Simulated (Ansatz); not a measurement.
The start is a generated cell, Os built in the AFLOW prototype A_tP12_96_ab (as in Si). The structure is fully relaxed (lattice and positions, P = 0) with r2SCAN (plane waves to 500 eV, PAW, scalar-relativistic; Ansatz, a first-principles code). The first steps use a coarse 5×5×4 k-mesh.

Input geometry:
```
Os
1.0
    5.11660     0.00000     0.00000
    0.00000     5.11660     0.00000
    0.00000     0.00000     6.44692
Os
12
Cartesian
  0.43440   0.43440   0.00000
  2.99270   2.12390   1.61173
  2.12390   2.99270   4.83519
  4.68220   4.68220   3.22346
  0.89643   1.94022   1.76775
  3.45473   0.61809   6.29090
  1.66187   4.49852   3.06744
  4.22017   3.17639   4.99120
  3.17639   4.22017   1.45571
  0.61809   3.45473   0.15602
  4.49852   1.66187   3.37948
  1.94022   0.89643   4.67917
```

| Property | Result |
|---|---|
| Outcome | The space group stays P4₃2₁2 (No. 96) (the run could not lower it), with 12 atoms in the primitive cell |
| Volume change | +7.2 %, from 14.06 to 15.07 Å³/atom |
| Shortest distances (start → end) | The closest pairs of elements (up to four, under 3.6 Å), start → end: Os–Os 2.11 → 2.54 Å |
| Band gap at the end | zero (metallic) |
| Optimiser moves | 22 |

Final values are on a 8×8×5 k-mesh of the relaxed cell. The start holds a very short contact (Os–Os 2.11 Å). No spin polarisation in the result.

The run could not lose the symmetry of its start, so the end can be a saddle point.

The relaxed structure here is a generated cell of Os: the first start was made by placing the elements on the sites of a structure type, and the end was not matched to a known phase here, so it may be hypothetical. Known forms of Os include space group No. 194.
